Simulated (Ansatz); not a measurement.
TiNi: computed property card

TiNi:
```yaml
crystal:
  lattice:
    - [4.20507, 0.00000, 0.00000]
    - [0.00000, 2.69328, 0.00000]
    - [0.00000, 0.00000, 4.58357]
  atoms:
    - { symbol: Ti, position: [0.25000, 0.50000, 0.71577] }
    - { symbol: Ti, position: [0.75000, 0.50000, 0.28423] }
    - { symbol: Ni, position: [0.25000, 0.00000, 0.18153] }
    - { symbol: Ni, position: [0.75000, 0.00000, 0.81847] }
```

Space group Pmma (No. 51); conventional cell a = 4.2051 Å, b = 2.6933 Å, c = 4.5836 Å, α = 90.00°, β = 90.00°, γ = 90.00°.

Method: PBEsol in the plane-wave PAW code Ansatz. Geometry: relaxed at this level of theory. Other levels are named where they apply.

### Cell and energy

```
Item                                                          Result
-----------------------------------------------------  -------------
Volume per atom                                             12.98 Å³
Density                                                   6.82 g/cm³
Formation energy from the elements (no fitted shifts)  -396 meV/atom
```

### Electronic structure

```
Quantity                                                                   Result
------------------------------------  -------------------------------------------
Electronic character                                            metallic (no gap)
Density of states at the Fermi level  1.1 states/eV per atom (mean over ±0.08 eV)
```

### Mechanics

```
Quantity                                                                                                                               Value
-------------------------------------  -----------------------------------------------------------------------------------------------------
Bulk modulus (Birch–Murnaghan fit)                                                                                                 1510 kbar
Pressure derivative B′                                                                                                                   5.8
Elastic constants (relaxed ions, GPa)  C11 = 262, C22 = 182, C33 = 258, C12 = 153, C13 = 138, C23 = 118, C44 = -22.4, C55 = 62.3, C66 = 65.3
Mechanical stability                                                                                  unstable (C has a negative eigenvalue)
```

The workflow started from a Materials Project entry (that database holds measured and hypothetical structures alike); the Crystallography Open Database copy checked does not list it. COD files the formula under space group No. 11, 147. Whether it is the stable phase at ambient conditions was not checked. Symmetry was held in the PBEsol relaxation. No spin polarisation was allowed. As this level gives no gap, shear constants depend on the k-mesh and smearing (Fermi–Dirac, 0.1 eV here). Axis ratios of metals converge slowly with the k-mesh, so a and c are less sure than the volume. On the denser mesh and wider smearing of the elastic run this cell carries a stress of 0.6 GPa. The references are the lowest solids computed at this level, not always the standard phases.

Potentials: the later of the program's two PAW sets.
